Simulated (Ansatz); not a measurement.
IrW:
```
CELL_PARAMETERS angstrom
      2.77584     0.00000     0.00000
      0.00000     2.77584     0.00000
      0.00000     0.00000     3.93241
ATOMIC_POSITIONS crystal
  Ir 0.00000 0.00000 0.00000
  W  0.50000 0.50000 0.50000
```

Relaxed with PBE. Special points in fractions of this cell's reciprocal vectors: Γ (0.000, 0.000, 0.000); X (0.000, 0.500, 0.000); M (0.500, 0.500, 0.000); Z (0.000, 0.000, 0.500); R (0.000, 0.500, 0.500); A (0.500, 0.500, 0.500).

List the band energies nearest the Fermi level at these points for PBE (plane waves, PAW; program Ansatz).

In eV from the Fermi level; about four levels below and three above (degenerate sets whole), none deeper than 8.9 eV; points with the same levels are listed once.

```
k                          below                above
-  -----------------------------  -------------------
Γ        -2.56 -2.56 -2.03 -0.22  0.62 2.44 4.09 4.09
X        -2.89 -2.44 -1.98 -1.08       0.55 2.12 2.98
M        -6.80 -6.69 -6.03 -6.03  1.60 1.88 2.47 2.47
Z        -2.61 -1.48 -1.48 -0.54       0.01 1.27 1.27
R        -2.83 -2.53 -1.62 -0.17       0.25 1.72 2.97
A  -4.05 -4.05 -2.86 -2.86 -1.61       1.19 1.61 5.99
```

Space group P4/mmm (L1₀ or tetragonal B2). The start of the workflow was typed in or built on a structure type; neither database checked (COD, Materials Project) lists it. COD files the formula under space group No. 51. Its standing as an ambient phase is unchecked. Symmetry was held in the PBE relaxation; its stability against distortions is not shown here. No spin polarisation was allowed. Scalar-relativistic: spin–orbit coupling is off unless named, which matters more the heavier the elements.

Potentials: the later of the program's two PAW sets.
